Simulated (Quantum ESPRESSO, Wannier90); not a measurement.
ZnSO$_{4}$ (F-43m): Wannier90 run

```yaml
crystal:
  lattice:
    - [0.00000, 3.87281, 3.87281]
    - [3.87281, 0.00000, 3.87281]
    - [3.87281, 3.87281, 0.00000]
  atoms:
    - { symbol: Zn, position: [0.75000, 0.75000, 0.75000] }
    - { symbol: S, position: [0.00000, 0.00000, 0.00000] }
    - { symbol: O, position: [0.89171, 0.89171, 0.32487] }
    - { symbol: O, position: [0.89171, 0.89171, 0.89171] }
    - { symbol: O, position: [0.32487, 0.89171, 0.89171] }
    - { symbol: O, position: [0.89171, 0.32487, 0.89171] }
```

Materials Project entry mp-545756; symmetrised, unrelaxed at this level. COD (Crystallography Open Database) has the formula in 2 space groups, this one among them (matched by group alone). Level: PBEsol, no spin polarisation, no spin-orbit coupling; pw.x of Quantum ESPRESSO at 68 Ry with PseudoDojo potentials, 4×4×4 k-points, Wannier90. Density: 8×8×8 mesh, cold smearing 0.01 Ry.

Functional, cutoff and mesh named above are those of the base row (4×4×4); the first column says what each row takes instead. Model: 24 functions from bands 5-12,18-48, start hydrogen-like Zn: s;p; S: s;p; O: s;p, centres 0.05 Å off the atoms, frozen window tied to the conduction edge or Fermi level of each row, as listed, which moves Ω_I and hoppings a little by itself. Energies are relative to the valence-band maximum; the misfit is to pw.x on a path, for states up to 5.7 eV relative to the valence-band maximum. Only the mesh of Bloch states changes. The disentangled Ω_I can sit in another minimum from row to row.

Task: Among the meshes 2×2×2, 3×3×3, 4×4×4, 5×5×5, which is the coarsest that interpolates to 20 meV rms?

Result: 3×3×3.

| mesh | frozen to (eV) | Ω_I (Å²) | rms misfit (meV) | k-points (cost) | rough cost of nscf and overlaps (first row = 1) |
|---|---|---|---|---|---|
| 2×2×2 | 6.24 | 20.49 | 34 | 8 | 1.0 |
| 3×3×3 | 6.24 | 24.37 | 15 | 27 | 2.5 |
| 4×4×4 | 6.24 | 26.91 | 4.9 | 64 | 5 |
| 5×5×5 | 6.24 | 28.46 | 3.3 | 125 | 9 |

Ω_I still rises with the mesh: the finite-difference spreads converge slowly and from below.
